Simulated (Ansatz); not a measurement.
Start of a relaxation, AlCH3 put at a top Ag site (Ag, Fm-3m (No. 225), (1 1 1) face):

```yaml
crystal:
  lattice:
    - [5.76066, 0.00000, 0.00000]
    - [-2.88033, 4.98888, 0.00000]
    - [0.00000, 0.00000, 26.03326]
  atoms:
    - { symbol: Ag, position: [0.33333, 0.16667, 0.32651] }
    - { symbol: Ag, position: [0.33333, 0.66667, 0.32651] }
    - { symbol: Ag, position: [0.83333, 0.16667, 0.32651] }
    - { symbol: Ag, position: [0.83333, 0.66667, 0.32651] }
    - { symbol: Ag, position: [0.66667, 0.33333, 0.41760] }
    - { symbol: Ag, position: [0.66667, 0.83333, 0.41760] }
    - { symbol: Ag, position: [0.16667, 0.33333, 0.41760] }
    - { symbol: Ag, position: [0.16667, 0.83333, 0.41760] }
    - { symbol: Ag, position: [0.00000, 0.50000, 0.50874] }
    - { symbol: Ag, position: [0.00000, 0.00000, 0.50874] }
    - { symbol: Ag, position: [0.50000, 0.50000, 0.50874] }
    - { symbol: Ag, position: [0.50000, 0.00000, 0.50874] }
    - { symbol: Al, position: [0.50000, 0.00000, 0.61092] }
    - { symbol: C, position: [0.50000, 0.00000, 0.68659] }
    - { symbol: H, position: [0.68744, 0.16824, 0.70041] }
    - { symbol: H, position: [0.33176, 0.01920, 0.70041] }
    - { symbol: H, position: [0.48080, 0.81256, 0.70041] }
```

Theory: DFT PBE+D3(BJ), scalar-relativistic, plane waves, PAW (Ansatz). Plane waves to 420 eV, a k mesh through Γ of 6×6×1 on the computed 17-atom cell and Gaussian smearing (0.10 eV); no spin polarisation. A dipole correction removes the field between periodic images along c.

Atoms 1, 2, 3, 4 (counted from 1) are held. The cell is fixed. Force threshold 0.03 eV/Å.

**Question.** Where does it end?

**Answer.** The energy falls by 0.565 eV in 7 steps, to:

```
Ag Al C H
1.0
     5.76066    0.00000    0.00000
    -2.88033    4.98888    0.00000
     0.00000    0.00000   26.03326
Ag Al C H
12 1 1 3
Direct
  0.33333 0.16667 0.32651
  0.33333 0.66667 0.32651
  0.83333 0.16667 0.32651
  0.83333 0.66667 0.32651
  0.67054 0.34113 0.41556
  0.67059 0.82946 0.41556
  0.16667 0.33333 0.42236
  0.15887 0.82941 0.41556
  0.99941 0.50050 0.51564
  0.99950 0.99891 0.51564
  0.50109 0.50059 0.51564
  0.50000 0.00000 0.49599
  0.50000 0.00000 0.58479
  0.50000 0.00000 0.66004
  0.68702 0.16896 0.67486
  0.33104 0.01806 0.67486
  0.48194 0.81298 0.67486
```

The end is the local minimum or symmetric point that this start leads to. The slab is only 4.7 Å thick, so the energy isn't converged with thickness.

Cost: 1 run of about 8.5 core-minutes, on Intel Xeon Platinum 8375C (Ice Lake) (shared hosts).